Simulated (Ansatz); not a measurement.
TaS$_{2}$ in space group R3m (No. 160; Ta on 3a, S on 3a, S on 3a), LDA (plane waves, PAW; program Ansatz), all energies at zero smearing, with the estimated change up to a 700 eV cutoff added, with one set of potentials and settings (totals compare only within such a set). Cell of 3 atoms (1 Ta, 2 S): -11425.054 eV.

```csv
element,reference phase,E (eV/atom)
Ta,"Im-3m, 1 atoms in the cell",-9682.6136
S,"Fddd, 32 atoms in the cell",-869.4931
```

Formation energy per atom, worked out: (-11425.054 − 1×(-9682.6136) − 2×(-869.4931))/3 = -1.151 eV/atom (-111 kJ per mol of atoms), at 0 K, without zero-point energy or fitted corrections.

The workflow started from a Materials Project entry (that database holds measured and hypothetical structures alike); the Crystallography Open Database copy checked does not list it. It is not the phase usual at ambient conditions (space group No. 164). The LDA relaxation kept the symmetry of its start; whether a distortion lowers the energy is not shown. The run is not spin-polarised. A crystal of weakly bound layers computed without a dispersion correction: the cell and the soft elastic constants depend strongly on that. The references are the lowest solids computed at this level, not always the standard phases. Spin–orbit coupling is left out wherever it is not named.

Potentials: the later of the program's two PAW sets.
